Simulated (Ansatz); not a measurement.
Ni (hcp, Mg type)

```xyz
2
Lattice="2.4468 0.0000 0.0000 -1.2234 2.1190 0.0000 0.0000 0.0000 4.0174" Properties=species:S:1:pos:R:3 pbc="T T T"
Ni     0.0000     1.4127     1.0043
Ni     1.2234     0.7063     3.0130
```

This relaxed cell (volume V₀) is scaled evenly in all directions, its shape held. Symmetry pins the atoms to their sites.

Calculation: PBEsol (plane waves to 420 eV, PAW, scalar-relativistic; Ansatz, a quantum-chemistry and plane-wave program). k mesh 23×23×12 (Γ-centred), Fermi-Dirac smearing 0.05 eV. Stress and pressure are positive under compression. Ni was relaxed with its symmetry unable to fall. Relaxed Ni ends ferromagnetic. This is one of several known forms of Ni; the measured ambient cells at hand have space group No. 225. The magnetic order is the one the run started from; other orders were not tried. 

| V/V₀ | P (GPa) |
|---|---|
| 0.840 | 60.5 |
| 0.867 | ___ |
| 0.893 | 33.7 |
| 0.920 | 23.2 |
| 0.947 | 14.2 |
| 0.973 | ___ |
| 1.000 | 0.0 |
| 1.027 | ___ |
| 1.053 | -10.4 |
| 1.080 | ___ |
| 1.107 | -18.0 |
| 1.133 | -21.0 |
| 1.160 | -23.5 |

### Question
Complete the blanks.

### Answer

- 0.867, P (GPa): 46.1
- 0.973, P (GPa): 6.5
- 1.027, P (GPa): -5.6
- 1.080, P (GPa): -14.5

(A scan under strain: stresses follow from slopes of the energy per volume, elastic moduli from its curvatures.)
